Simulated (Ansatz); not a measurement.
A distorted cell of MoS2 (2H-MoS2 type, space group P6_3/mmc):

```yaml
crystal:
  lattice:
    - [3.17320, 0.00000, 0.00000]
    - [-1.58660, 2.74807, 0.00000]
    - [0.00000, 0.00000, 12.43700]
  atoms:
    - { symbol: Mo, position: [0.33333, 0.66667, 0.25000] }
    - { symbol: Mo, position: [0.66667, 0.33333, 0.75000] }
    - { symbol: S, position: [0.33333, 0.66667, 0.62490] }
    - { symbol: S, position: [0.49795, 0.20982, 0.12490] }
    - { symbol: S, position: [0.66667, 0.33333, 0.37510] }
    - { symbol: S, position: [0.33333, 0.66667, 0.87510] }
```

These are r2SCAN+rVV10 (plane waves to 500 eV, PAW, scalar-relativistic; Ansatz, a quantum-chemistry and plane-wave program) values and carry that method's errors. k mesh 10×10×3 (Γ-centred), Fermi-Dirac smearing 0.05 eV. Energies are smeared free energies. Stress and pressure are positive under compression. MoS2 is run without spin polarisation. MoS2 was relaxed with its symmetry unable to fall. The PAW data are Ansatz's earlier set.

Q: Predict the force on every atom, in eV/Å.

A: 
```json
[
 {"atom": "Mo1", "Fx": "-2.192", "Fy": "-3.185", "Fz": "1.917"},
 {"atom": "Mo2", "Fx": "-0.009", "Fy": "-0.012", "Fz": "0.007"},
 {"atom": "S3", "Fx": "0.003", "Fy": "0.005", "Fz": "-0.001"},
 {"atom": "S4", "Fx": "1.793", "Fy": "3.133", "Fz": "-1.985"},
 {"atom": "S5", "Fx": "0.415", "Fy": "0.082", "Fz": "0.069"},
 {"atom": "S6", "Fx": "-0.010", "Fy": "-0.022", "Fz": "-0.008"}
]
```

Q: Give the stress tensor in GPa and the pressure.

A: 
```
    0.6     -1.9     -3.0
   -1.9      3.4     -6.7
   -3.0     -6.7      4.7
```
The pressure, a third of the trace, is 2.9 GPa.

Q: In it atom 4 sits (-0.339, -0.339, 0.000) Å away from its relaxed site. What is its energy relative to the relaxed cell?

A: 958 meV/cell.

(A displaced cell: forces are minus the slopes of the energy, force constants its curvatures, and phonons follow from these.)
